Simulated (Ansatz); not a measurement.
TiO₂ (anatase)

```xyz
6
Lattice="-1.8889 1.8889 4.7919 1.8889 -1.8889 4.7919 1.8889 1.8889 -4.7919" Properties=species:S:1:pos:R:3 pbc="T T T"
Ti     0.0000     0.0000     4.7919
Ti     1.8889     0.0000     2.3959
O      0.0000     0.0000     2.8055
O      1.8889     0.0000     0.4095
O      1.8889     0.0000     4.3824
O      0.0000     0.0000     6.7783
```

Grid over V/V₀ and (c/a)/(c/a)₀, subscript 0 meaning the relaxed cell; the conventional c axis lies along z; no internal relaxation.

Method: r2SCAN (plane waves to 500 eV, PAW, scalar-relativistic; Ansatz, a first-principles code). k mesh 12×12×12 (Γ-centred), Fermi-Dirac smearing 0.05 eV. Stress and pressure are positive under compression. As the atoms are clamped, bonds stretch with the cell, which overstates energies and stresses. TiO2 is run without spin polarisation. TiO2 was relaxed with its symmetry unable to fall.

At one point of the scan the stress tensor (GPa) is:

```
    6.4      0.0      0.0
    0.0      6.4      0.0
    0.0      0.0      6.7
```

Problem. Which point is it?
A. V/V₀ = 0.960, (c/a)/(c/a)₀ = 0.947
B. V/V₀ = 0.973, (c/a)/(c/a)₀ = 1.000
C. V/V₀ = 1.000, (c/a)/(c/a)₀ = 1.053
D. V/V₀ = 1.000, (c/a)/(c/a)₀ = 0.920

Solution. B, V/V₀ = 0.973, (c/a)/(c/a)₀ = 1.000

(A scan under strain: stresses follow from slopes of the energy per volume, elastic moduli from its curvatures.)
